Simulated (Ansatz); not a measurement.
## Property card for Sr₃SnO

Sr3SnO:
```yaml
crystal:
  lattice:
    - [5.02474, 0.00000, 0.00000]
    - [0.00000, 5.02474, 0.00000]
    - [0.00000, 0.00000, 5.02474]
  atoms:
    - { symbol: Sr, position: [0.50000, 0.00000, 0.50000] }
    - { symbol: Sr, position: [0.00000, 0.50000, 0.50000] }
    - { symbol: Sr, position: [0.50000, 0.50000, 0.00000] }
    - { symbol: Sn, position: [0.00000, 0.00000, 0.00000] }
    - { symbol: O, position: [0.50000, 0.50000, 0.50000] }
```

Space group Pm-3m (No. 221), anti-perovskite; conventional cell a = b = c = 5.0247 Å, α = β = γ = 90.00°.

Method: plane-wave PAW LDA (Ansatz code). The cell and atoms are relaxed at this level. Other levels are named where they apply.

**Cell and energy**

- Volume per atom: 25.37 Å³
- Density: 5.20 g/cm³
- Formation energy from the elements (no fitted shifts): -1662 meV/atom

**Electronic structure**

* **Electronic character**: no gap, with almost no states at the Fermi level (zero-gap or semimetallic)
* **Density of states at the Fermi level**: 0.02 states/eV per atom (mean over ±0.08 eV)

**Mechanics**

- Bulk modulus (Birch–Murnaghan fit): 54.3 GPa
- Pressure derivative B′: 4.4
- Elastic constants (relaxed ions, GPa): C11 = 108, C12 = 27.6, C44 = 43.3
- Mechanical stability: stable (all eigenvalues of C positive)
- Hill bulk and shear moduli: 54.4 and 42.0 GPa
- Young's modulus: 100 GPa
- Poisson's ratio: 0.19
- Debye temperature from the elastic constants: 318 K

**Phonons**

* **Highest zone-centre frequency**: 261 cm⁻¹
* **Zone-centre stability**: no imaginary mode at Γ

The workflow started from a Materials Project entry (that database holds measured and hypothetical structures alike); the Crystallography Open Database files this formula in space group No. 221, but the cells were not matched. Its standing as an ambient phase is unchecked. The cell was relaxed with LDA under the symmetry of its start. A small band overlap can be real or an error of a semilocal functional. As this level gives no gap, shear constants depend on the k-mesh and smearing (Fermi–Dirac, 0.1 eV here). As this level gives no gap, phonon frequencies hold no LO–TO term and depend on the k-mesh and smearing (Fermi–Dirac, 0.1 eV here). The references are the lowest solids computed at this level, not always the standard phases (solids in place of the gases). Scalar-relativistic: spin–orbit coupling is off unless named, which matters more the heavier the elements.

Potentials: the later of the program's two PAW sets.
